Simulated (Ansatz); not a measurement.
TiNF:
```xyz
6
Lattice="3.0490 0.0000 0.0000 0.0000 3.9243 0.0000 0.0000 0.0000 5.7501" Properties=species:S:1:pos:R:3 pbc="T T T"
Ti     1.5245     0.0000     4.9341
Ti     0.0000     1.9622     0.8160
N      1.5245     1.9622     5.2857
N      0.0000     0.0000     0.4644
F      0.0000     0.0000     3.6063
F      1.5245     1.9622     2.1438
```

This is the r²SCAN+D4-relaxed structure. Cartesian axes are those of the cell as given.

### Question
All from r²SCAN+D4 (plane waves, PAW; program Ansatz), unless another level is named. Predict the Born charges (a third of the trace).

### Answer
Ti +5.46, N -3.96, F -1.51 e.

### Question
And the Bader charges?

### Answer
Ti +2.20, N -1.47, F -0.74 e.

### Question
Give the static dielectric constant ε0 (ions relaxed, cell fixed).

### Answer
407 (xx), 56.0 (yy), 5.12 (zz).

Space group Pmmn. The workflow started from a Materials Project entry (that database holds measured and hypothetical structures alike); the Crystallography Open Database copy checked does not list it. Whether it is the stable phase at ambient conditions was not checked. The r²SCAN+D4 relaxation kept the symmetry of its start; whether a distortion lowers the energy is not shown. The run is not spin-polarised.

Potentials: the later of the program's two PAW sets.
